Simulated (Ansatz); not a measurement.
C:
```
CELL_PARAMETERS angstrom
      3.57163     0.00000     0.00000
     -1.78581     3.09312     0.00000
      0.00000     0.00000     3.37703
ATOMIC_POSITIONS crystal
  C  0.23260 0.46519 0.25000
  C  0.53481 0.76740 0.58333
  C  0.23260 0.76740 0.91667
  C  0.76740 0.53481 0.75000
  C  0.46519 0.23260 0.08333
  C  0.76740 0.23260 0.41667
```

Relaxed with PBE. Special points in fractions of this cell's reciprocal vectors: Γ (0.000, 0.000, 0.000); M (0.500, 0.000, 0.000); K (0.333, 0.333, 0.000); A (0.000, 0.000, 0.500); L (0.500, 0.000, 0.500); H (0.333, 0.333, 0.500).

**Question.** List the band energies nearest the valence-band maximum at these points for DFT-PBE in the program Ansatz with PAW potentials.

**Answer.** In eV from the valence-band maximum; about four levels below and three above (degenerate sets whole), none deeper than 8.9 eV; points with the same levels are listed once.

| k | below | above |
|---|---|---|
| Γ | -3.97 -3.97 -2.46 -1.52 -1.52 | 5.52 5.52 6.36 |
| M | -2.69 -1.95 -1.53 -0.41 | 6.32 7.02 8.63 |
| K | -4.35 -4.35 -2.39 -0.68 -0.68 | 7.39 7.39 9.74 |
| A | -4.01 -4.01 -2.54 -2.54 | 5.81 5.81 7.55 7.55 |
| L | -0.47 -0.47 -0.02 -0.02 | 9.42 9.42 10.27 10.27 |
| H | -1.45 -1.45 -0.78 -0.78 | 9.76 9.76 10.94 10.94 |

Space group P6_122. The start of the workflow was typed in or built on a structure type; neither database checked (COD, Materials Project) lists it. It is not the phase usual at ambient conditions (space group No. 194, 227). The PBE relaxation kept the symmetry of its start; its stability against distortions is not shown here.

Potentials: the later of the program's two PAW sets.
